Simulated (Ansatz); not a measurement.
**Al2O3 (corundum) under strain**

Al2O3 built on the corundum prototype, relaxed with r2SCAN in the plane-wave code Ansatz. It is trigonal, R-3c (No. 167); conventional cell a = 4.759 Å, c = 12.995 Å, 8.49 Å³ an atom. Around Al lie 6 O at 1.86–1.97 Å; around O lie 4 Al at 1.86–1.97 Å.

The axes x, y and z are those of this cell:
```xyz
10
Lattice="2.3794 1.3737 4.3316 -2.3794 1.3737 4.3316 0.0000 -2.7474 4.3316" Properties=species:S:1:pos:R:3 pbc="T T T"
Al    0.0000    0.0000   11.0704
Al    0.0000    0.0000    4.5730
Al    0.0000    0.0000    1.9244
Al    0.0000    0.0000    8.4218
O     0.9215   -1.3737    5.4145
O    -1.6504   -0.1111    5.4145
O    -0.9215    1.3737    7.5803
O    -0.7290   -1.4849    7.5803
O     1.6504    0.1111    7.5803
O     0.7290    1.4849    5.4145
```

Unstrained: PBE gives a direct gap of 6.241 eV at Γ. r2SCAN gives a direct gap of 7.139 eV at Γ. The HSE06 gap is direct at Γ: 8.106 eV. Meshes: PBE 6×6×6, r2SCAN 6×6×6, HSE06 4×4×4. Strains are changes of length per length. After each strain the atoms were relaxed again with r2SCAN within the symmetry that the strain leaves, so tilts or polar shifts that break it weren't tested; points keep the names that they have in the unstrained zone. Calculated for a static, non-magnetic cell.

Changes of the least gap in eV (an overlap counts as a negative gap):
```json
{"strain": "epitaxial -3.0 % in the xy plane, free normal strain +1.47 %", "volume change (%)": "-4.5", "space group": "R-3c", "PBE": "+0.522", "r2SCAN": "+0.564", "HSE06": "+0.590", "energy rise, r2SCAN (meV/atom)": "30.7"}
{"strain": "epitaxial -2.0 % in the xy plane, free normal strain +0.97 %", "volume change (%)": "-3.0", "space group": "R-3c", "PBE": "+0.371", "r2SCAN": "+0.404", "HSE06": "+0.423", "energy rise, r2SCAN (meV/atom)": "13.4"}
{"strain": "epitaxial -1.0 % in the xy plane, free normal strain +0.48 %", "volume change (%)": "-1.5", "space group": "R-3c", "PBE": "+0.203", "r2SCAN": "+0.227", "HSE06": "+0.239", "energy rise, r2SCAN (meV/atom)": "3.3"}
{"strain": "epitaxial +1.0 % in the xy plane, free normal strain -0.46 %", "volume change (%)": "+1.5", "space group": "R-3c", "PBE": "-0.308", "r2SCAN": "-0.319", "HSE06": "-0.327", "energy rise, r2SCAN (meV/atom)": "3.1"}
{"strain": "epitaxial +2.0 % in the xy plane, free normal strain -0.92 %", "volume change (%)": "+3.1", "space group": "R-3c", "PBE": "-0.613", "r2SCAN": "-0.636", "HSE06": "-0.651", "energy rise, r2SCAN (meV/atom)": "12.3"}
{"strain": "epitaxial +3.0 % in the xy plane, free normal strain -1.37 %", "volume change (%)": "+4.6", "space group": "R-3c", "PBE": "-0.915", "r2SCAN": "-0.950", "HSE06": "-0.972", "energy rise, r2SCAN (meV/atom)": "27.3"}
```

Epitaxial -3.0 % in the xy plane, free normal strain +1.47 %. HSE06: the gap goes from 8.106 to 8.696 eV (+0.590 eV). Stress change with r2SCAN, compression positive: xx +20.16, yy +20.16, zz -0.02 GPa.

Epitaxial -2.0 % in the xy plane, free normal strain +0.97 %. PBE: the gap goes from 6.241 to 6.612 eV (+0.371 eV); least and direct gap lie within 0.04 eV, so its kind isn't settled. r2SCAN: the gap goes from 7.139 to 7.543 eV (+0.404 eV); least and direct gap lie within 0.04 eV, so its kind isn't settled. HSE06: the gap goes from 8.106 to 8.529 eV (+0.423 eV). Stress change with r2SCAN, compression positive: xx +12.99, yy +12.99, zz -0.02 GPa.

Epitaxial -1.0 % in the xy plane, free normal strain +0.48 %. HSE06: the gap goes from 8.106 to 8.345 eV (+0.239 eV); least and direct gap lie within 0.04 eV, so its kind isn't settled. Stress change with r2SCAN, compression positive: xx +6.27, yy +6.27, zz -0.02 GPa.

Epitaxial +1.0 % in the xy plane, free normal strain -0.46 %. HSE06: the gap goes from 8.106 to 7.779 eV (-0.327 eV). Stress change with r2SCAN, compression positive: xx -5.87, yy -5.87, zz -0.02 GPa.

Epitaxial +2.0 % in the xy plane, free normal strain -0.92 %. HSE06: the gap goes from 8.106 to 7.455 eV (-0.651 eV). Stress change with r2SCAN, compression positive: xx -11.34, yy -11.34, zz -0.02 GPa.

Epitaxial +3.0 % in the xy plane, free normal strain -1.37 %. HSE06: the gap goes from 8.106 to 7.134 eV (-0.972 eV). Stress change with r2SCAN, compression positive: xx -16.44, yy -16.44, zz -0.02 GPa.

The meshes of the hybrids are coarse, so their gaps aren't converged to the digits shown.
